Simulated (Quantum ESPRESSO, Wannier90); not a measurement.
## Wannier functions of InSe (C2/m)

```xyz
4
Lattice="0.0000 4.1093 0.0000 -1.7232 0.0000 4.7714 5.8264 -2.0547 0.0000" Properties=species:S:1:pos:R:3 pbc="T T T"
In     1.3835     0.0000    -0.2235
In    -1.3835     0.0000     0.2235
Se    -2.4457     2.0547     1.5795
Se     2.4457    -2.0547    -1.5795
```

Structure: Materials Project mp-21405, symmetrised, not relaxed again. Not found in the COD (Crystallography Open Database) copy used, which has the formula in other groups; not checked further. Method: PBEsol plane waves in Quantum ESPRESSO 7.5 (PseudoDojo norm-conserving files, 69 Ry, spinors with spin-orbit coupling), Bloch states on a 4×4×4 mesh through Γ, Wannier90 4.0.1. Density: 8×6×8 mesh, cold smearing 0.01 Ry. The cell is built of weakly bound layers, chains or molecules, whose nearest atoms lie 3.55 Å apart. Database cells relaxed without dispersion often hold them too far apart, which can enlarge gaps and weakens couplings between them; spacing and stacking were not compared with the measured crystal.

Base run: 32 functions from bands 41-92 of the 92 computed, start hydrogen-like In: s;p; Se: s;p, centres 0.05 Å off the atoms, frozen window up to 2.58 eV relative to the valence-band maximum, outer window open. Rows change the key named; with other orbitals the number of functions and the frozen window follow, as listed; window edges are relative to the valence-band maximum. The misfit compares interpolated bands with pw.x on a high-symmetry path, for states up to 2.1 eV relative to the valence-band maximum. Converged means that the tolerances were met: symmetric starts can stop on a saddle, which shows as a larger Ω_OD at equal Ω_I and can move the misfit too.

```
setting  functions  frozen to (eV)  Ω_I (Å²)  Ω_D (Å²)  Ω_OD (Å²)  rms misfit (meV)  worst (meV)      ended
-------  ---------  --------------  --------  --------  ---------  ----------------  -----------  ---------
base            32            2.58     51.10      0.04       8.24                19          167  converged
```

**Question.** Starting from this base row, predict which settings stop with an error, and how Ω_I and the misfit move in the others: only the lowest 34 of the kept bands; only the lowest 47 of the kept bands; dis_mix_ratio = 0.2.

**Answer.** 
```csv
setting,functions,frozen to (eV),Ω_I (Å²),Ω_D (Å²),Ω_OD (Å²),rms misfit (meV),worst (meV),ended
only the lowest 34 of the kept bands,32,2.58,69.20,0.38,14.34,24,132,converged
only the lowest 47 of the kept bands,32,2.58,53.80,0.07,8.52,18,153,converged
dis_mix_ratio = 0.2,32,2.58,51.10,0.04,8.24,19,167,converged
```
